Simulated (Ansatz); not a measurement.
This guess for K₃AlO₂ is about to be relaxed.

```cif
data_structure
_symmetry_space_group_name_H-M 'R-3m:H'
_symmetry_Int_Tables_number 166
_cell_length_a 6.5905
_cell_length_b 6.5905
_cell_length_c 10.9977
_cell_angle_alpha 90.000
_cell_angle_beta 90.000
_cell_angle_gamma 120.000
_cell_volume 413.69
loop_
_atom_site_label
_atom_site_type_symbol
_atom_site_symmetry_multiplicity
_atom_site_Wyckoff_symbol
_atom_site_fract_x
_atom_site_fract_y
_atom_site_fract_z
_atom_site_occupancy
K1 K 9 d 0.16667 0.33333 0.83333 1
Al1 Al 3 b 0.33333 0.66667 0.16667 1
O1 O 6 c 0.33333 0.66667 0.94233 1
```

Level of theory: DFT PBE, scalar-relativistic, plane waves, PAW in Ansatz. Cutoff 420 eV, Gaussian smearing, Γ-centred meshes. Cell and atoms relax first on a coarse mesh and then on a finer one. In between, the cell is made exact in the group found at 0.06 Å. In metals the finer mesh still leaves noise of several meV/atom or more. The steps can't lower the symmetry of their start. No spin polarisation.

A guess keeps its type if space group and coordination stay and the shape of the cell changes little (axis ratios within about 15 %, angles within 6°); the volume may change.

Task: Does this structure survive the relaxation?

Result: It doesn't keep its type. The symmetry stays R-3m (No. 166). The volume per atom grows by 29.3 %, from 23.0 to 29.7 Å³. The shortest distance goes from 2.25 Å (K–O) to 1.71 Å (Al–O). The ratio c/a of the conventional cell changes by a factor of 0.64. Counting neighbours within 15 % of an atom's shortest distance, the start has Al 2, K 2, O 4 and the end Al 2, K 2, O 1. In detail, at the end around K lie 2 O at 2.71 Å, 2 Al at 3.81 Å, 4 K at 3.81 Å, 4 K at 4.18 Å and 2 Al at 4.18 Å; around Al lie 2 O at 1.71 Å, 6 K at 3.81 Å and 6 K at 4.18 Å; O is surrounded by 1 Al at 1.71 Å and 3 K at 2.71 Å.

Space group R-3m:H (No. 166). a = 8.350 Å, b = 8.350 Å, c = 8.860 Å, α = 90.00°, β = 90.00°, γ = 120.00°
```csv
atom,site,symmetry,x,y,z
K,9d,.2/m,0.8333,0.6667,0.1667
Al,3b,-3m,0.0000,0.0000,0.5000
O,6c,3m,0.0000,0.0000,0.3069
```

Formation energies are uncorrected and refer to the elements' standard structures at the same level (O₂ as a molecule).

Task: At what energy does it end?

Result: −1.14 eV/atom. A negative formation energy is needed for stability but isn't enough: competing phases decide.

The last run used a 6×6×6 mesh for its 6-atom cell and Gaussian smearing of 0.10 eV. Symmetry constrained the relaxation, so the result can be a saddle point.
